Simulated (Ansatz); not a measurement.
# Structure relaxation, ZnSnN2

The relaxed structure here is a generated cell of ZnSnN2: the first start was made by a random draw of sites in a space group, and the end was not matched to a known phase here, so it may be hypothetical.

The start is a randomly generated symmetric cell of ZnSnN2 (space group No. 70). The structure is fully relaxed (lattice and positions, P = 0) with r2SCAN (plane waves to 500 eV, PAW, scalar-relativistic; Ansatz, a first-principles code). The first steps use a coarse 6×6×6 k-mesh.

Input geometry:
```
ZnSnN2
1.0
    0.00000     4.05600     4.92435
    2.91575     0.00000     4.92435
    2.91575     4.05600     0.00000
N Sn Zn
4 2 2
Cartesian
  2.18681   5.07000   3.69326
  3.64468   5.07000   6.15544
  3.64468   3.04200   3.69326
  2.18681   3.04200   6.15544
  0.00000   0.00000   0.00000
  1.45787   2.02800   2.46217
  2.91575   4.05600   4.92435
  4.37362   6.08400   7.38652
```

* **Initial pressure**: +18 GPa (positive: the cell is compressed)
* **Energy released**: 0.37 eV/atom
* **Shortest distances (start → end)**: The closest pairs of elements (up to four, under 3.6 Å), start → end: N–Zn 1.75 → 1.92 Å; N–N 2.50 → 2.17 Å; N–Sn 2.71 → 2.89 Å; Sn–Zn 2.92 → 3.06 Å
* **Band gap at the end**: zero (metallic)
* **Optimiser moves**: 15

Final values are on a 15×15×15 k-mesh of the relaxed cell. No spin polarisation in the result.

The run could not lose the symmetry of its start: the end is stationary, and may be a saddle point rather than a minimum.

All atoms sit on sites fixed by symmetry, so only the cell could relax.
